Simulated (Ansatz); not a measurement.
SiC:
```cif
data_C2Si2
_chemical_formula_sum 'Si2 C2'
_space_group_name_H-M_alt 'P63/mmc'
_space_group_IT_number 194
_space_group_name_Hall '-P 6c 2c'
_cell_length_a 3.14831
_cell_length_b 3.14831
_cell_length_c 4.65332
_cell_angle_alpha 90.000
_cell_angle_beta 90.000
_cell_angle_gamma 120.000
loop_
_atom_site_label
_atom_site_type_symbol
_atom_site_symmetry_multiplicity
_atom_site_Wyckoff_symbol
_atom_site_fract_x
_atom_site_fract_y
_atom_site_fract_z
_atom_site_occupancy
Si1 Si 2 c 0.33333 0.66667 0.25000 1
C1 C 2 d 0.66667 0.33333 0.25000 1
```

Relaxed with LDA.

Problem. Decompose the optical modes at the zone centre into irreducible representations, and say which are infrared and Raman allowed.

Solution. Point group 6/mmm: Γ_opt = A2u + 2B1g + E1u + 2E2g. Infrared: A2u, E1u. Raman: E2g.

Problem. Assign frequencies (DFPT, DFT-LDA in the program Ansatz with PAW potentials).

Solution. A2u 601i, B1g 84i, E2g 217, B1g 606, E1u 928, E2g 937 cm⁻¹.

Subscripts of B labels follow the axes of the standard setting.

Space group P6_3/mmc. The start of the workflow was typed in or built on a structure type; neither database checked (COD, Materials Project) lists it. It is not the phase usual at ambient conditions (space group No. 186, 216). The LDA relaxation kept the symmetry of its start. At this level the phase is dynamically unstable (imaginary phonons). The volume moved by -49 % from the start of the relaxation. Its formation energy is positive at this level, so the cell may be metastable or incomplete. A crystal of weakly bound layers computed without a dispersion correction: the cell and the soft elastic constants depend strongly on that. As this level gives no gap, phonon frequencies hold no LO–TO term and depend on the k-mesh and smearing (Fermi–Dirac, 0.1 eV here).

Potentials: the later of the program's two PAW sets.
